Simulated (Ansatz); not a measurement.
SrCd2P2:
```xyz
5
Lattice="4.3091 0.0000 0.0000 -2.1545 3.7318 0.0000 0.0000 0.0000 7.1848" Properties=species:S:1:pos:R:3 pbc="T T T"
Sr     0.0000     0.0000     0.0000
Cd     0.0000     2.4878     4.5636
Cd     2.1545     1.2439     2.6212
P      2.1545     1.2439     5.3703
P      0.0000     2.4878     1.8145
```

PBEsol in the plane-wave PAW code Ansatz gives a gap of 0.78 eV without spin–orbit coupling, maximum at Γ, minimum at Γ.

**Question.** What happens when spin–orbit coupling is switched on?

**Answer.** The gap drops by 0.02 eV, to 0.76 eV; maximum at Γ, minimum at Γ.

**Question.** Give the electron effective mass with spin–orbit coupling.

**Answer.** 0.079, 0.079, 0.13 mₑ (principal values).

**Question.** Give the hole effective mass with spin–orbit coupling.

**Answer.** 0.12, 0.12, 0.64 mₑ (principal values).

Space group P-3m1. The first step of the workflow began from a Materials Project structure, measured or hypothetical; the Crystallography Open Database copy checked does not list it. Its standing as an ambient phase is unchecked. The cell was relaxed with PBEsol under the symmetry of its start; whether a distortion lowers the energy is not shown.

Potentials: the later of the program's two PAW sets.
